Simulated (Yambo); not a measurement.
Yambo run on MgS (rock salt, space group Fm-3m, No. 225). The wavefunctions are PBEsol (Quantum ESPRESSO, PseudoDojo norm-conserving, 84 Ry, no spin-orbit coupling) ones on a 6×6×6 mesh (8 occupied bands); a = 3.6650 Å, b = 3.6650 Å, c = 3.6650 Å, α = 60.00°, β = 60.00°, γ = 60.00°.

Yambo input:

```
rim_cut
gw0
dyson
el_el_corr
HF_and_locXC
ppa
em1d
RandQpts= 1000000
RandGvec= 1 Ry
EXXRLvcs= 84 Ry
VXCRLvcs= 336 Ry
Chimod= "HARTREE"
% BndsRnXp
 5 | 36 |
%
NGsBlkXp= 10 Ry
% LongDrXp
 1.0 | 1.0 | 1.0 |
%
PPAPntXp= 27.2114 eV
% GbndRnge
 1 | 80 |
%
GTermKind= "BG"
DysSolver= "n"
ExtendOut
% QPkrange
 1 | 1 | 8 | 9 |
 13 | 13 | 9 | 9 |
%
```

k points by index: 1 = Γ, 13 = X.

Resulting energies as the program prints them:

```
#    K-point    Band    Eo [eV]    E [eV]    E-Eo [eV]    Vxc [eV]    Vnlxc [eV]    Sc|Eo [eV]    Sc|E [eV]    dSc/dw|Eo [eV]    Re(Z)    Im(Z)
#
    1    8    0.000000    -0.974729    -0.974729    -13.27830    -16.29623    1.775573    2.043198    -7.470445    0.784598    -0.001441
    1    9    3.680969    4.347890    0.666921    -11.15507    -6.599579    -3.733339    -3.888573    -6.332621    0.811212    -0.001320
    13    9    2.726364    3.518238    0.791874    -10.57288    -6.308605    -3.297938    -3.472402    -5.994273    0.819478    -0.001318
```
(The two width columns are left out.) Convergence of these settings isn't established.

Geometry relaxed with PBEsol.
